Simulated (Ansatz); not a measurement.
Task: AlRh$_{3}$N (anti-perovskite, Pm-3m) is relaxed with PBE in the plane-wave PAW code Ansatz. What lattice parameters of the conventional cell result?

Result: a = 4.035 Å.

Task: Is it a metal or does it have a gap at this level?

Result: No gap at this level.

The start of the workflow was typed in or built on a structure type; neither database checked (COD, Materials Project) lists it. Whether it is the stable phase at ambient conditions was not checked. Symmetry was held in the PBE relaxation; whether a distortion lowers the energy is not shown. The workflow began spin-polarised and lost its moments. The volume moved by 20 % from the start of the relaxation. Spin–orbit coupling is left out wherever it is not named.

Potentials: the earlier of the program's two PAW sets.
